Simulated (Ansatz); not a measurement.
From the elastic tensor of BaWO₄ to moduli and sound speeds

Computed with DFT PBEsol, scalar-relativistic, plane waves, PAW in Ansatz. Settings: 420 eV plane-wave cutoff, Γ-centred 6×6×6 mesh, fixed occupations. No spin polarisation.

The structure is tetragonal, space group I4_1/a (No. 88). The conventional cell has a = 5.606 Å, b = 5.606 Å, c = 12.552 Å, α = 90.00°, β = 90.00°, γ = 90.00°. Ba (site symmetry -4) is surrounded by 8 O at 2.71 to 2.76 Å. W (site symmetry -4) is surrounded by 4 O at 1.79 Å. O (site symmetry 1) has 1 W at 1.79 Å as nearest neighbours.

Spin–orbit coupling is left out, which can shift energies with elements as heavy as these.

Relaxed-ion constants (GPa, on the Cartesian axes of the calculation):
C11 = 98.0, C12 = 58.3, C13 = 44.0, C16 = 10.9, C22 = 98.0, C23 = 44.0, C26 = -10.9, C33 = 83.5, C44 = 27.1, C55 = 27.1, C66 = 35.8 GPa; the others vanish.

Density 6.486 g/cm³; 12 atoms in 197.23 Å³.

The values that follow are for a polycrystal of randomly turned grains, by Hill's mean where one number stands.

With S = C⁻¹: B_V = (C11+C22+C33+2(C12+C13+C23))/9, G_V = (C11+C22+C33−C12−C13−C23+3(C44+C55+C66))/15, 1/B_R = S11+S22+S33+2(S12+S13+S23), 15/G_R = 4(S11+S22+S33−S12−S13−S23)+3(S44+S55+S66); Hill is their mean. Then v_l = √((B+4G/3)/ρ), v_t = √(G/ρ), v_m = [(2/v_t³+1/v_l³)/3]^(−1/3) and Θ = (ħ/k_B)·v_m·(6π²n/V)^(1/3) for n atoms in the volume V; E = 9BG/(3B+G), ν = (3B−2G)/(2(3B+G)) and A^U = 5G_V/G_R + B_V/B_R − 6.

```
Bulk modulus, Voigt / Reuss / Hill          : 63.6 / 62.3 / 62.9 GPa
Shear modulus, Voigt / Reuss / Hill         : 26.9 / 23.9 / 25.4 GPa
Young's modulus                             : 67 GPa
Poisson ratio                               : 0.322
Pugh ratio B/G                              : 2.48
Universal anisotropy index                  : 0.64
Longitudinal and transverse sound speeds    : 3863 and 1978 m/s
Debye temperature from the mean sound speed : 259 K
```

Whether BaWO4 exists in this form wasn't checked.

Cost: 1 run of about 17 core-minutes, on AMD EPYC 9R45 (Zen 5) (shared hosts).